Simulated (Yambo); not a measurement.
G0W0@PBEsol for CsCaH3 (cubic perovskite, space group Pm-3m, No. 221) in Yambo (4×4×4 mesh, 8 Ry block, plasmon pole, screening fixed), without a terminator:

```tsv
bands N in G	gap M → M (eV)	shift of the valence edge (eV)
60	5.396	-1.240
109	5.428	-1.461
175	5.429	-1.546
```

Extrapolate both columns to infinite N with E(N) = E∞ + A/N, test the form, and compare with the terminator.

From two points, E∞ = (N2 E2 − N1 E1)/(N2 − N1). The two largest N give 5.43 eV for the gap and -1.69 eV for the shift; the two smallest give 5.47 eV and -1.73 eV. For the gap the slopes A are -4.3 and -0.3 eV: the form isn't reached, and its limit is uncertain. For the shift the slopes A are 29 and 25 eV: the form isn't reached, and its limit is uncertain. With the Bruneval-Gonze terminator and 175 bands the run gives 5.40 eV and -1.60 eV, 0.03 eV and 0.09 eV from the extrapolated values: the terminator too is an estimate of the remainder. Block, mesh and the bands in W are held fixed.

Geometry of the Materials Project entry, not relaxed at this level; primitive cell a = 4.621 Å, b = 4.621 Å, c = 4.621 Å, α = 90.00°, β = 90.00°, γ = 90.00°.

The structure is a Materials Project entry; no match was found in the copy of COD used, and its stability was not checked.

A shift is the quasiparticle energy of the state minus its PBEsol energy.
